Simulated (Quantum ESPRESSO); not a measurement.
## Calculated data, Ga3SiGeAs2S (made-up cell)

All values are calculated (Quantum ESPRESSO 7.5). Calculation on a made-up crystal cell, not a measurement: periodic Kohn-Sham density functional theory in plane waves with PseudoDojo standard norm-conserving scalar-relativistic pseudopotentials, each functional with its own files (v0.5 for PBE, v0.4.1 for LDA and PBEsol), no spin polarisation, no spin-orbit coupling, atoms not relaxed, stress positive in tension, energies less a fixed whole-eV offset for each atom's element; levels are Kohn-Sham levels at fractions of this cell's reciprocal vectors, counted from the reference band (half the neutral cell's valence electrons, rounded up) at Gamma; error bars cover cutoff and k-mesh only, not smearing or the files; added strain carries the atoms with the cell, and shear is the tensor component; each bar is the largest change over components, and at least 0.002 eV, 0.002 eV per angstrom or 0.02 GPa; energies are for the whole cell, and the offsets were chosen from early runs and are not element reference energies.

```cif
# cell vector a (Å): 5.7078 0.0000 0.0000
# cell vector b (Å): 0.0000 5.7078 0.0000
# cell vector c (Å): 0.0000 0.0000 5.7078
data_Ga3SiGeAs2S
_symmetry_space_group_name_H-M 'P 1'
_symmetry_Int_Tables_number 1
_cell_length_a 5.7078
_cell_length_b 5.7078
_cell_length_c 5.7078
_cell_angle_alpha 90.000
_cell_angle_beta 90.000
_cell_angle_gamma 90.000
_cell_volume 185.95
loop_
_atom_site_label
_atom_site_type_symbol
_atom_site_fract_x
_atom_site_fract_y
_atom_site_fract_z
_atom_site_occupancy
Ga1 Ga 0.00142 0.99711 0.99513 1
Ga2 Ga 0.98886 0.49926 0.49664 1
Ga3 Ga 0.51671 0.00454 0.51319 1
Ge1 Ge 0.49082 0.49725 0.98944 1
S1 S 0.23103 0.26261 0.25441 1
As1 As 0.25099 0.78212 0.75288 1
As2 As 0.75851 0.25236 0.75738 1
Si1 Si 0.75514 0.75623 0.25067 1
_calc_lattice_type 'zincblende/diamond'
_calc_functional 'pbe'
_calc_cutoff 1143  # eV
_calc_fermi_dirac_smearing 0.1  # eV
_calc_scf_tolerance 1e-07  # eV
_calc_electrons_removed 0
_calc_k_mesh '6 x 6 x 6, shifted by half a step'
_calc_free_energy_less_offsets -0.2984  # eV
_calc_smearing_term_minus_ts -0.06043  # eV
_calc_scf_iterations 10
_calc_pressure 1.743  # GPa
_calc_stress_xx -1.755  # GPa
_calc_stress_yy -0.9444  # GPa
_calc_stress_zz -2.529  # GPa
_calc_stress_yz 0.9615  # GPa
_calc_stress_xz 2.587  # GPa
_calc_stress_xy 0.9939  # GPa
_calc_fermi_level 0.8488  # eV
_calc_reference_band 47
_calc_error_bar_energy 0.005505  # eV
_calc_error_bar_stress 0.02  # GPa
_calc_error_bar_force 0.006767  # eV/angstrom
_calc_error_bar_next_band_up 0.002  # eV
_calc_error_bar_fermi_level 0.01764  # eV
_calc_error_bars_from 'tighter rerun of a related cell'
```

Atoms:
```
atoms element  atom site  atom energy offset (eV)
           Ga          1                    -2080
           Ga          2                    -2080
           Ga          3                    -2080
           Ge          4                    -2430
            S          5                     -302
           As          6                    -2887
           As          7                    -2887
           Si          8                     -115
```

Forces:
```
site  x (eV/Å)  y (eV/Å)  z (eV/Å)
   1   -0.7688  -0.01323     1.355
   2  0.005111    0.9217  -0.04384
   3    0.1387   -0.3493    -1.049
   4    0.4107    0.9892    0.9408
   5    0.4157   -0.4636    0.1743
   6    0.1275    -1.276   -0.8801
   7    0.1138     0.296   -0.2353
   8   -0.4427   -0.1051   -0.2616
```

Levels:
```
level k point  next band up (eV)
        Gamma             0.9327
(1/2,1/2,1/2)             0.5884
   (0.15,0,0)               1.21
   (0,0.15,0)              1.281
   (0,0,0.15)              1.033
```
